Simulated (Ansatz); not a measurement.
**Computed properties of Tc**

```
Tc
1.0
     2.73658    0.00000    0.00000
    -1.36829    2.36995    0.00000
     0.00000    0.00000    4.39490
Tc
2
Direct
  0.33333 0.66667 0.25000
  0.66667 0.33333 0.75000
```

Atom numbers follow the list: Tc1, Tc2.

Structure from Materials Project entry mp-113 (possibly hypothetical), not relaxed further.

Level of theory: DFT, PBE, all-electron LAPW, scalar-relativistic (Ansatz 0.2.0).

The runs use a Γ-centred 14×14×8 k mesh, Fermi–Dirac smearing of 0.08 eV, basis error target 1 meV/atom, no spin polarisation.

- Band gap: none: bands cross the Fermi level, a metal
- Volume per atom: 14.25 Å³

Question: Stress xx, yy, zz (compression positive): what does the calculation give?

Answer: 4.58, 4.58, 3.02 GPa.

Question: Give the computed value. Pressure at this cell.

Answer: 4.06 GPa.

Question: Density of states at the Fermi level (0.2 eV bin): what does the calculation give?

Answer: 1.87 states/eV per cell.
